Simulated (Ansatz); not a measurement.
SiGe in space group Pmma (No. 51; Si on 2e, Si on 2f, Ge on 2e, Ge on 2f), PBEsol in the plane-wave PAW code Ansatz. The conduction-band minimum lies at Z, with 1 equivalent valley. Second derivatives d²E/dk² of the lowest band at one valley (eV·Å²), along Cartesian directions:

| direction | d²E/dk² |
|---|---|
| [100] | 28.07 |
| [010] | 53.05 |
| [001] | 1.844 |
| [110] | 40.63 |
| [101] | 14.98 |
| [011] | 27.46 |

Task: Find the principal effective masses, the density-of-states mass and the conductivity mass.

Result: Off-diagonal terms follow from H_xy = H[110] − (H_xx + H_yy)/2, and m*/mₑ = 7.620 eV·Å² over each eigenvalue: 0.14, 0.27, 4.1. One valley's DOS mass (m₁m₂m₃)^(1/3) = 0.54, conductivity mass 3/(Σ 1/mᵢ) = 0.28 mₑ.

Task: What effective density of states Nc follows at 300 K for parabolic valleys?

Result: Nc = 2.509e19 × 1 × (0.54)^(3/2) ≈ 1.0e19 cm⁻³.

The start of the workflow was typed in or built on a structure type; neither database checked (COD, Materials Project) lists it. Its standing as an ambient phase is unchecked. The cell was relaxed with PBEsol under the symmetry of its start; of distortions, only those at the zone centre were tested. Spin–orbit coupling is left out wherever it is not named.

Potentials: the later of the program's two PAW sets.

Edges and masses are those of Kohn–Sham bands, whose gap is no quasiparticle gap.
